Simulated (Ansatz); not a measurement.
Crystals of one structure type (rock salt) and one family of elements, relaxed and computed with the program Ansatz at the LDA level (PAW).

| crystal | gap (eV) | ε∞ |
|---|---|---|
| BaO | 1.68 | 4.28 |
| CaSe | 1.71 | 6.02 |
| BaS | 1.91 | ? |
| CaS | 1.97 | 5.40 |
| SrO | 3.12 | 3.87 |
| CaO | 3.45 | 3.88 |
| MgO | 5.03 | 3.18 |

### Question
Fit a straight line to ln ε∞ against ln E_g and predict the withheld value.

### Answer
Least squares on the 6 shown rows: ln ε∞ = -0.45 × ln E_g + (1.896), with a scatter of 11 %. For BaS this gives 4.98. The run itself gave 5.13, within the scatter.

All cells were relaxed under the symmetry of their starts (and spin orders); stability against distortions was not tested throughout. Scalar-relativistic: spin–orbit coupling is off unless named, which matters more the heavier the elements.

Potentials: the later of the program's two PAW sets.
